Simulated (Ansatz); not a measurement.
Cu Kα1 powder pattern (kinematic, no thermal factors).
2θ (°) (relative intensity): 16.47 (2), 23.33 (3), 24.77 (100), 24.81 (32), 28.69 (12), 34.32 (3), 41.00 (47), 41.05 (48), 41.89 (1), 44.47 (1), 48.50 (16), 48.52 (31), 48.56 (16), 50.81 (3), 59.41 (16), 65.33 (13), 65.38 (6), 65.43 (7), 67.26 (2), 67.32 (2), 74.69 (8), 74.72 (16), 74.81 (8), 80.11 (7), 80.14 (7), 80.19 (4), 80.25 (1), 88.92 (5), 89.05 (5)

The pattern is computed from a structure relaxed with DFT PBE, scalar-relativistic, plane waves, PAW in Ansatz 0.2.0. No spin polarisation. Its elements are Cd, Hg, Se.

Give the structure.

Cd2HgSe3.
Space group P3m1 (No. 156). a = 4.399 Å, b = 4.399 Å, c = 10.758 Å, α = 90.00°, β = 90.00°, γ = 120.00°
| atom | site | symmetry | x | y | z |
| --- | --- | --- | --- | --- | --- |
| Cd | 1a | 3m. | 0.0000 | 0.0000 | 0.0015 |
| Cd | 1c | 3m. | 0.6667 | 0.3333 | 0.3330 |
| Hg | 1b | 3m. | 0.3333 | 0.6667 | 0.6661 |
| Se | 1c | 3m. | 0.6667 | 0.3333 | 0.0831 |
| Se | 1b | 3m. | 0.3333 | 0.6667 | 0.4144 |
| Se | 1a | 3m. | 0.0000 | 0.0000 | 0.7518 |

A pattern alone doesn't exclude other cells with like lines; this is the one computed.

The structure comes from a generated guess; another structure or a mixture of phases may lie lower.
